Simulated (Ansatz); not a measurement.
Ag (fcc, Cu type)

```
CELL_PARAMETERS angstrom
      0.00000     2.05275     2.05275
      2.05275     0.00000     2.05275
      2.05275     2.05275     0.00000
ATOMIC_POSITIONS crystal
  Ag 0.00000 0.00000 0.00000
```

The slice is a {100} plane (indices of the conventional cell) through the point (0.000, 0.000, 0.000) (fractional), spanned by u = [100] and v = [0 1 -1] in vectors of this cell: u (2.90 Å) and v (2.90 Å, at 90° to u). It covers one period; positions are fractions (u, v).

Level of theory: r2SCAN (plane waves to 500 eV, PAW, scalar-relativistic; Ansatz, a quantum-chemistry and plane-wave program). k mesh 19×19×19. Inside the PAW spheres the values are not all-electron values, and peaks at nuclei hang on which shells count as valence. Ag was relaxed with its symmetry unable to fall. The PAW data are Ansatz's earlier set.

Question: What is the ELF at the midpoint of the shortest Ag–Ag line in this plane (2.90 Å)?

Answer: 0.15.

Question: What is the valence density on the shortest Ag–Ag line in this plane (2.90 Å), at its midpoint?

Answer: 0.21 e/Å³.

Question: Sketch the electrostatic potential energy of an electron, from the cell's mean on this plane as a map.

Answer: 
```
|xxxxxxxxx =***= xxxxxxxx|
|xxxxxxxxx.=***=.xxxxxxxx|
|xxxxxxxx -+*#*+- xxxxxxx|
|xxxxxxxx =*###*= xxxxxxx|
|xxxxxxx -+*#%#*+- xxxxxx|
|xxxxxx :=*#%%%#*=: xxxxx|
|xxxxx :=*#%%%%%#*=: xxxx|
|xxx  -=*#%%@@@%%#*=-  xx|
|  .-=+*#%%@@@@@%%#*+=-. |
|===+**#%%@@@@@@@%%#**+==|
|+***##%%@@@@@@@@@%%##***|
|***##%%%@@@@@@@@@%%%##**|
|+***##%%@@@@@@@@@%%##***|
|===+**#%%@@@@@@@%%#**+==|
|  .-=+*#%%@@@@@%%#*+=-. |
|xxx  -=*#%%@@@%%#*=-  xx|
|xxxxx :=*#%%%%%#*=: xxxx|
|xxxxxx :=*#%%%#*=: xxxxx|
|xxxxxxx -+*#%#*+- xxxxxx|
|xxxxxxxx =*###*= xxxxxxx|
|xxxxxxxx -+*#*+- xxxxxxx|
|xxxxxxxxx.=***=.xxxxxxxx|
|xxxxxxxxx =***= xxxxxxxx|
|xxxxxxxxx =+*+= xxxxxxxx|
```
Scale: ten equal steps from 0.00 (start of ' ') to 8.87 (end of '@'), in the order ' .:-=+*#%@'. Values: electrostatic potential energy of an electron, from the cell's mean, in eV. The map has 24 points along u (one character each, u = 0 at the left) and 24 along v (v = 0 in the bottom row). Points within 1 Å of a nucleus are blanked (x), as the pseudised field means little there. Values under 0 eV are set to 0. The zero, the cell's mean, hangs on the PAW cores.
